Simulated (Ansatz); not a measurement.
Trial structure of InGa3As2, not yet relaxed:

```xyz
6
Lattice="6.4056 0.0000 0.0000 -3.2028 5.5474 0.0000 0.0000 0.0000 3.5424" Properties=species:S:1:pos:R:3 pbc="T T T"
In    0.0000    0.0000    0.0000
Ga    3.2028    0.0000    1.7712
Ga    1.6014    2.7737    1.7712
Ga   -1.6014    2.7737    1.7712
As    0.0000    3.6983    0.0000
As    3.2028    1.8491    0.0000
```

Level of theory: Ansatz, DFT PBE, scalar-relativistic, plane waves, PAW. Plane waves to 420 eV, a k mesh through Γ of 3×3×6 on the computed 6-atom cell and Gaussian smearing (0.10 eV); no spin polarisation.

Formation energies are uncorrected and refer to the elements' standard structures at the same level.

Question: How far from equilibrium is it?

Answer: The pressure is 7.8 GPa (the mean over three directions, positive in compression), the largest force is 0.00 eV/Å (symmetry fixes the atoms), and the energy is +0.20 eV/atom against the elements. The shortest distance is 2.56 Å.

Question: How much does it gain on relaxing, and where does it end?

Answer: Relaxing gains under 0.1 eV/atom (the start's value is from the coarse mesh, so the gain is rough) in 10 ionic steps and ends at +0.11 eV/atom on the finer mesh. The symmetry stays P6/mmm (No. 191). The volume per atom grows by 12.3 %, from 21.0 to 23.6 Å³. The shortest distance goes from 2.56 Å (Ga–As) to 2.69 Å (Ga–As). Conventional cell: a = 6.491 Å, c = 3.874 Å. Around In lie 6 As at 3.75 Å, 12 Ga at 3.78 Å and 2 In at 3.87 Å; Ga is surrounded by 4 As at 2.69 Å, 4 Ga at 3.25 Å and 4 In at 3.78 Å; around As lie 6 Ga at 2.69 Å, 5 As at 3.75–3.87 Å and 3 In at 3.75 Å.

The last run used a 6×6×10 mesh (in the run's order of axes) for its 6-atom cell and Gaussian smearing of 0.10 eV. The reference form of As is held partly by dispersion forces, which this level lacks. The relaxation can't lower the symmetry of the start. Symmetry constrained the relaxation, so the result can be a saddle point.
